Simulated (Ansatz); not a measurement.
The relaxed structure here is a generated cell of FeSi: the first start was made by placing the elements on the sites of a structure type, and the end was not matched to a known phase here, so it may be hypothetical.

One stationary structure of FeSi. Space group R3 (No. 146). Level of theory: PBEsol (plane waves to 420 eV, PAW, scalar-relativistic; Ansatz, a first-principles code).

```cif
data_Fe4Si4
_chemical_formula_sum 'Fe4 Si4'
_space_group_name_H-M_alt 'P 1'
_space_group_IT_number 1
_cell_length_a 4.45928
_cell_length_b 4.45928
_cell_length_c 4.45928
_cell_angle_alpha 90.855
_cell_angle_beta 90.855
_cell_angle_gamma 90.855
loop_
_space_group_symop_operation_xyz
  'x, y, z'
loop_
_atom_site_label
_atom_site_type_symbol
_atom_site_fract_x
_atom_site_fract_y
_atom_site_fract_z
_atom_site_occupancy
Fe1 Fe 0.59779 0.32644 0.87507 1
Fe2 Fe 0.87507 0.59779 0.32644 1
Si1 Si 0.16576 0.16576 0.16576 1
Fe3 Fe 0.32644 0.87507 0.59779 1
Si2 Si 0.37312 0.68527 0.11446 1
Si3 Si 0.11446 0.37312 0.68527 1
Fe4 Fe 0.86209 0.86209 0.86209 1
Si4 Si 0.68527 0.11446 0.37312 1
```

Q: What is the computed band gap (PBEsol)?

A: No gap on the sampled points, where the bands overlap only slightly; such a result is sensitive to mesh and level.

No spin polarisation in the result. A magnetic state may lie lower.

The run could not lose the symmetry of its start, so the end can be a saddle point.

It was reached from a disturbed copy of a P2₁3 (No. 198) cell (AFLOW prototype AB_cP8_198_a_a (B20, as in FeSi)), against which it lies +0.45 eV/atom.
